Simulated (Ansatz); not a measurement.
The relaxed structure here is a generated cell of CoSn: the first start was made by a random draw of sites in a space group, and the end was not matched to a known phase here, so it may be hypothetical. Known forms of CoSn include space group No. 191.

One stationary structure of CoSn. Space group I4/mmm (No. 139). Calculation: r2SCAN (plane waves to 500 eV, PAW, scalar-relativistic; Ansatz, a first-principles code).

```cif
data_CoSn
_chemical_formula_sum 'Co1 Sn1'
_space_group_name_H-M_alt 'P 1'
_space_group_IT_number 1
_cell_length_a 3.75394
_cell_length_b 3.75394
_cell_length_c 3.75394
_cell_angle_alpha 121.141
_cell_angle_beta 121.141
_cell_angle_gamma 88.035
loop_
_space_group_symop_operation_xyz
  'x, y, z'
loop_
_atom_site_label
_atom_site_type_symbol
_atom_site_fract_x
_atom_site_fract_y
_atom_site_fract_z
_atom_site_occupancy
Co1 Co 0.00000 0.00000 0.00000 1
Sn1 Sn 0.50000 0.50000 0.00000 1
```

Problem. What is the computed magnetic moment (r2SCAN)?

Solution. Net 0.63 μB/atom, ferromagnetic.

Spin state reached: ferromagnetic (net 0.63 μB/atom), from parallel starting moments; other spin orders were not run from this start. r2SCAN tends to overstate moments in metals. The program's look for a lower electronic state was skipped, cut short or left open in this run.

The run could not lose the symmetry of its start: the end is stationary, and may be a saddle point rather than a minimum.

All atoms sit on sites fixed by symmetry, so only the cell could relax.
